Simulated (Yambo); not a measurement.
Material: BP (zinc blende, space group F-43m, No. 216); a = 3.205 Å, b = 3.205 Å, c = 3.205 Å, α = 60.00°, β = 60.00°, γ = 60.00° (2 atoms in the cell). The geometry is that of Materials Project entry mp-1479, symmetrised and not relaxed again.

With norm-conserving PBE (Quantum ESPRESSO, 76 Ry, without SOC), the gap between the mesh's edge points (Γ → X) is 1.341 eV.

Problem. What does a G0W0 run in Yambo give for it (6×6×6 Γ-centred k mesh, 84 bands and a 14 Ry block in the screening, 84 bands in G with the Bruneval-Gonze terminator, plasmon pole fitted at 27.2 eV)?

Solution. The correction is 0.728 eV, giving 2.068 eV, 1.5 times the PBE value. The mesh misses a band edge: along a dense path the PBE gap is 1.24 eV against 1.34 eV on the mesh. Nearest settings tried, and what they do to the gap: 2 Ry block (15 vectors against 169): -351 meV. Not varied: bands in G, bands in W, mesh. So the settings aren't converged at that level.
